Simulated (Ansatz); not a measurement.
Re:
```cif
data_Re9
_chemical_formula_sum 'Re9'
_space_group_name_H-M_alt 'R-3m :H'
_space_group_IT_number 166
_space_group_name_Hall '-R 3 2"'
_cell_length_a 2.75278
_cell_length_b 2.75278
_cell_length_c 19.97131
_cell_angle_alpha 90.000
_cell_angle_beta 90.000
_cell_angle_gamma 120.000
loop_
_atom_site_label
_atom_site_type_symbol
_atom_site_symmetry_multiplicity
_atom_site_Wyckoff_symbol
_atom_site_fract_x
_atom_site_fract_y
_atom_site_fract_z
_atom_site_occupancy
Re1 Re 3 a 0.00000 0.00000 0.00000 1
Re2 Re 6 c 0.00000 0.00000 0.22222 1
```
(The calculation used a cell of 3 atoms; values per cell refer to that cell.)

Relaxed with PBEsol.

Task: Which orbitals make up the states near the Fermi level in the program Ansatz at the PBEsol level (PAW)?

Result: Within 0.5 eV of the Fermi level: Re 5d 89 %, outside the projected shells 6 %. Projections are on Löwdin-orthogonalised atomic valence shells; empty p or d shells of many metals are not among them.

Task: Tabulate the density of states.

Result: States/eV per cell of 3 atoms, in 0.25 eV bins, energy from the Fermi level.

| E (eV) | total | Re 5d | Re 6s | Re 5p |
|---|---|---|---|---|
| -7.85 | 0.33 | 0.03 | 0.28 | 0.01 |
| -7.60 | 0.38 | 0.04 | 0.31 | 0.01 |
| -7.35 | 0.45 | 0.07 | 0.35 | 0.01 |
| -7.10 | 0.55 | 0.11 | 0.41 | 0.02 |
| -6.85 | 0.79 | 0.26 | 0.49 | 0.02 |
| -6.60 | 1.98 | 1.19 | 0.72 | 0.03 |
| -6.35 | 2.09 | 1.35 | 0.68 | 0.03 |
| -6.10 | 2.33 | 1.65 | 0.63 | 0.03 |
| -5.85 | 2.76 | 2.11 | 0.60 | 0.03 |
| -5.60 | 2.84 | 2.28 | 0.51 | 0.03 |
| -5.35 | 2.98 | 2.53 | 0.40 | 0.03 |
| -5.10 | 2.75 | 2.43 | 0.28 | 0.03 |
| -4.85 | 2.91 | 2.62 | 0.24 | 0.04 |
| -4.60 | 2.81 | 2.56 | 0.19 | 0.04 |
| -4.35 | 2.50 | 2.31 | 0.12 | 0.04 |
| -4.10 | 2.30 | 2.14 | 0.10 | 0.03 |
| -3.85 | 2.71 | 2.52 | 0.12 | 0.04 |
| -3.60 | 2.65 | 2.44 | 0.12 | 0.04 |
| -3.35 | 3.19 | 2.92 | 0.17 | 0.04 |
| -3.10 | 3.22 | 2.96 | 0.15 | 0.04 |
| -2.85 | 2.42 | 2.21 | 0.12 | 0.03 |
| -2.60 | 3.13 | 2.86 | 0.15 | 0.03 |
| -2.35 | 3.29 | 3.02 | 0.15 | 0.03 |
| -2.10 | 4.03 | 3.67 | 0.20 | 0.04 |
| -1.85 | 3.90 | 3.52 | 0.22 | 0.03 |
| -1.60 | 3.76 | 3.35 | 0.25 | 0.03 |
| -1.35 | 3.71 | 3.34 | 0.22 | 0.03 |
| -1.10 | 4.14 | 3.78 | 0.21 | 0.02 |
| -0.85 | 4.00 | 3.59 | 0.23 | 0.03 |
| -0.60 | 2.51 | 2.18 | 0.16 | 0.02 |
| -0.35 | 2.70 | 2.37 | 0.14 | 0.02 |
| -0.10 | 2.69 | 2.39 | 0.12 | 0.01 |
| 0.15 | 2.36 | 2.10 | 0.10 | 0.01 |
| 0.40 | 2.38 | 2.15 | 0.09 | 0.01 |
| 0.65 | 2.05 | 1.86 | 0.07 | 0.01 |
| 0.90 | 1.80 | 1.61 | 0.06 | 0.00 |
| 1.15 | 1.77 | 1.62 | 0.05 | 0.00 |
| 1.40 | 1.46 | 1.34 | 0.04 | 0.00 |
| 1.65 | 1.99 | 1.88 | 0.05 | 0.00 |
| 1.90 | 2.28 | 2.17 | 0.06 | 0.00 |
| 2.15 | 2.06 | 1.95 | 0.06 | 0.00 |
| 2.40 | 2.07 | 1.96 | 0.07 | 0.00 |
| 2.65 | 2.29 | 2.16 | 0.08 | 0.00 |
| 2.90 | 2.53 | 2.39 | 0.08 | 0.00 |
| 3.15 | 2.67 | 2.52 | 0.09 | 0.00 |
| 3.40 | 2.93 | 2.76 | 0.10 | 0.00 |
| 3.65 | 3.32 | 3.14 | 0.11 | 0.00 |
| 3.90 | 3.61 | 3.39 | 0.14 | 0.00 |
| 4.15 | 3.65 | 3.39 | 0.18 | 0.00 |
| 4.40 | 2.84 | 2.58 | 0.18 | 0.00 |
| 4.65 | 1.07 | 0.78 | 0.19 | 0.00 |

The workflow started from a Materials Project entry (that database holds measured and hypothetical structures alike); the Crystallography Open Database copy checked does not list it. It is not the phase usual at ambient conditions (space group No. 194). Symmetry was held in the PBEsol relaxation; its stability against distortions is not shown here. The run is not spin-polarised. Scalar-relativistic: spin–orbit coupling is off unless named, which matters more the heavier the elements.

Potentials: the later of the program's two PAW sets.
